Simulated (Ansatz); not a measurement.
P2W:
```yaml
crystal:
  lattice:
    - [4.22849, 1.57388, 0.00000]
    - [-4.22849, 1.57388, 0.00000]
    - [-3.63760, 0.00000, 6.50167]
  atoms:
    - { symbol: P, position: [0.13855, 0.86145, 0.02461] }
    - { symbol: P, position: [0.86145, 0.13855, 0.97539] }
    - { symbol: P, position: [0.39874, 0.60126, 0.60056] }
    - { symbol: P, position: [0.60126, 0.39874, 0.39944] }
    - { symbol: W, position: [0.84237, 0.15763, 0.29381] }
    - { symbol: W, position: [0.15763, 0.84237, 0.70619] }
```

Relaxed with PBEsol. Special points in fractions of this cell's reciprocal vectors: Γ (0.000, 0.000, 0.000); C (0.295, 0.295, 0.000); C2 (-0.295, 0.705, 0.000); Y2 (-0.500, 0.500, 0.000); M2 (-0.500, 0.500, 0.500); D (-0.270, 0.730, 0.500); D2 (0.270, 0.270, 0.500); A (0.000, 0.000, 0.500); L2 (0.000, 0.500, 0.500); V2 (0.000, 0.500, 0.000).

List the band energies nearest the Fermi level at these points for the program Ansatz at the PBEsol level (PAW).

In eV from the Fermi level; about four levels below and three above (degenerate sets whole), none deeper than 8.9 eV; points with the same levels are listed once.

| k | below | above |
|---|---|---|
| Γ | -2.31 -2.18 -1.85 -0.31 | 0.46 1.13 1.80 |
| C | -2.95 -2.78 -2.34 -0.32 | 0.08 1.21 1.84 |
| Y2 | -1.13 -1.02 -0.43 -0.26 | 1.54 1.99 2.01 |
| M2 | -1.95 -1.91 -0.95 -0.45 | 0.64 1.16 1.25 |
| D | -3.38 -2.72 -2.30 -0.37 | 1.03 1.36 2.23 |
| A | -3.01 -1.52 -1.41 -1.03 | 1.49 1.79 2.11 |
| L2 | -3.11 -2.72 -1.79 -0.95 | 0.72 1.42 2.24 |
| V2 | -3.69 -3.53 -2.86 -1.94 | 0.34 1.65 1.74 |

Space group C2/m. The workflow started from a Materials Project entry (that database holds measured and hypothetical structures alike); the Crystallography Open Database files this formula in space group No. 12, but the cells were not matched. Its standing as an ambient phase is unchecked. The cell was relaxed with PBEsol under the symmetry of its start; its stability against distortions is not shown here. No spin polarisation was allowed. Spin–orbit coupling is left out wherever it is not named.

Potentials: the earlier of the program's two PAW sets. The files were generated under PBE; for other functionals the program regenerates the frozen cores, and for LDA and PBEsol the local potential too.
